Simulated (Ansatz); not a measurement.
Al (fcc, Cu type)

```yaml
crystal:
  lattice:
    - [0.00000, 2.01999, 2.01999]
    - [2.01999, 0.00000, 2.01999]
    - [2.01999, 2.01999, 0.00000]
  atoms:
    - { symbol: Al, position: [0.00000, 0.00000, 0.00000] }
```

The slice is a {100} plane (indices of the conventional cell) through the point (0.000, 0.000, 0.000) (fractional), spanned by u = [100] and v = [0 1 -1] in vectors of this cell: u (2.86 Å) and v (2.86 Å, at 90° to u). It covers one period; positions are fractions (u, v).

Calculation: PBE (plane waves to 420 eV, PAW, scalar-relativistic; Ansatz, a first-principles code). k mesh 20×20×20. Inside the PAW spheres the values are not all-electron values, and peaks at nuclei hang on which shells count as valence. Al was relaxed with its symmetry unable to fall. The PAW data are Ansatz's earlier set.

Q: What is the ELF at the midpoint of the shortest Al–Al line in this plane (2.86 Å)?

A: 0.61.

Q: What is the valence density on the shortest Al–Al line in this plane (2.86 Å), at its midpoint?

A: 0.20 e/Å³.

Q: The ELF has a maximum in the middle third of the Al–Al line. Where, and how high?

A: 0.63, 1.1 Å from Al.

Q: Sketch the valence electron density on this plane as a map.

A: 
```
v \ u  0.00  0.12  0.25  0.38  0.50  0.62  0.75  0.88
-----  ----  ----  ----  ----  ----  ----  ----  ----
0.92   -1.2  -1.1  -0.7  -0.7  -0.7  -0.7  -0.7  -1.1
0.83   -1.0  -0.9  -0.7  -0.7  -0.8  -0.7  -0.7  -0.9
0.75   -0.8  -0.7  -0.7  -0.8  -0.8  -0.8  -0.7  -0.7
0.67   -0.7  -0.7  -0.7  -0.8  -0.9  -0.8  -0.7  -0.7
0.58   -0.7  -0.7  -0.8  -0.9  -0.9  -0.9  -0.8  -0.7
0.50   -0.7  -0.7  -0.8  -0.9  -0.9  -0.9  -0.8  -0.7
0.42   -0.7  -0.7  -0.8  -0.9  -0.9  -0.9  -0.8  -0.7
0.33   -0.7  -0.7  -0.7  -0.8  -0.9  -0.8  -0.7  -0.7
0.25   -0.8  -0.7  -0.7  -0.8  -0.8  -0.8  -0.7  -0.7
0.17   -1.0  -0.9  -0.7  -0.7  -0.8  -0.7  -0.7  -0.9
0.08   -1.2  -1.1  -0.7  -0.7  -0.7  -0.7  -0.7  -1.1
0.00   -1.3  -1.1  -0.8  -0.7  -0.7  -0.7  -0.8  -1.1
```

Values: log₁₀ of the valence density in e/Å³. The scale is logarithmic, as a density can span decades between atoms and voids.
